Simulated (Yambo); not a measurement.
```
K2Te
1.0
    0.00000     4.04461     4.04461
    4.04461     0.00000     4.04461
    4.04461     4.04461     0.00000
K Te
2 1
Cartesian
  6.06692   6.06692   6.06692
  2.02231   2.02231   2.02231
  0.00000   0.00000   0.00000
```

K2Te (anti-fluorite, space group Fm-3m, No. 225) under isotropic strain (on all lattice vectors), counted from the cell relaxed with PBEsol, atoms relaxed at each step. PBEsol (pw.x of Quantum ESPRESSO, ONCV potentials, without SOC); G0W0 in Yambo (2×2×2 Γ-centred k mesh, 189 bands and a 7 Ry block in the screening, 189 bands in G with the Bruneval-Gonze terminator, plasmon pole fitted at 27.2 eV).

Unstrained, the direct gap at Γ is 2.23 eV in PBEsol and 3.95 eV in G0W0.

**Question.** How fast does it move with strain?

**Answer.** Between -0.7 % and +1 % the direct gap at Γ has a volume deformation potential dE/dlnV of -2.9 eV in G0W0 and -2.6 eV in PBEsol. (G0W0: 4.012 eV at -0.7 %, 3.865 eV at +1 %; Δ ln V = 3 ln(1.01/0.993) = 0.0509.) Convergence of the GW settings isn't established. Without spin-orbit coupling, band edges of such heavy elements can be off by tenths of an eV.

The standard potential for Te keeps a d shell in the valence without the s and p states of that shell. In tests on such compounds this moved G0W0 gaps by up to about 0.9 eV, so absolute quasiparticle energies here are unreliable; differences between settings are what counts.
